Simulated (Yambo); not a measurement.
BSE-type run in Yambo on AgI (wurtzite, space group P6_3mc, No. 186) under biaxial strain of -1 % along x and y, z relaxed, at zero momentum.

Quantum ESPRESSO step (PBEsol, PseudoDojo standard norm-conserving files, scalar-relativistic):
```
&CONTROL
  calculation = 'nscf'
  pseudo_dir = './pseudo'
  outdir = './out'
/
&SYSTEM
  ibrav = 0
  nat = 4
  ntyp = 2
  ecutwfc = 82.0
  ecutrho = 328.0
  occupations = 'fixed'
  force_symmorphic = .true.
  nbnd = 82
/
&ELECTRONS
  conv_thr = 4e-09
  diago_full_acc = .true.
  diago_thr_init = 1e-08
/
ATOMIC_SPECIES
Ag 107.8682 Ag.upf
I 126.9045 I.upf
CELL_PARAMETERS angstrom
  4.511064114076   0.000000000000   0.000000000000
 -2.255532057038   3.906696120890   0.000000000000
  0.000000000000   0.000000000000   7.522642390000
ATOMIC_POSITIONS crystal
Ag   0.333333333000   0.666666667000   0.005262745900
Ag   0.666666666333   0.333333333667   0.505262745900
I   0.333333333000   0.666666667000   0.374637254100
I   0.666666666333   0.333333333667   0.874637254100
K_POINTS automatic
6 6 2 0 0 0
```

Yambo input:
```
rim_cut
optics
bse
bss
dipoles
em1s
RandQpts= 1000000
RandGvec= 1 Ry
FFTGvecs= 40 Ry
Chimod= "HARTREE"
BSKmod= "SEX"
BSEmod= "resonant"
BSSmod= "hs"
BSENGexx= 15 Ry
BSENGBlk= 4 Ry
% KfnQP_E
 1.139 | 1.0 | 1.0 |
%
% BSEQptR
 1 | 1 |
%
% BSEBands
 11 | 31 |
%
% BEnRange
 0.0 | 8.6 | eV
%
% BDmRange
 0.15 | 0.15 | eV
%
BEnSteps= 172
% BLongDir
 0.0 | 0.0 | 1.0 |
%
BSHayTrs= -0.02
BSSNEig= 24
WRbsWF
% BndsRnXs
 9 | 78 |
%
NGsBlkXs= 4 Ry
% LongDrXs
 1.0 | 1.0 | 1.0 |
%
```

From the report:

The dimension is k points × valence × conduction bands = 72 × 16 × 5 = 5760.
```
  [SLEPC] Approach                          : Krylov-Schur
  [SLEPC] Number of requested eigenvalues   :  24
  [SLEPC] Number of eigenvalues        [NEV]:  24
   [K] Dimension                                    :   5760
   [K] Bands                                        :  11  31
   [K] Exchange res                                 : yes
   [K] Correlation res                              : yes
   [K] W interaction is bare                        : no
   [K] RL vectors exchange                          :   893
   [K] RL vectors correlation                       :  147
   [W] Matrix size                                  :  147
   [W] Bands                                        :    9   78
   [W] Coulomb Cutoff                               : none
   [W] Hxc Kernel                                   : HARTREE
```

Spin-orbit coupling is not included.
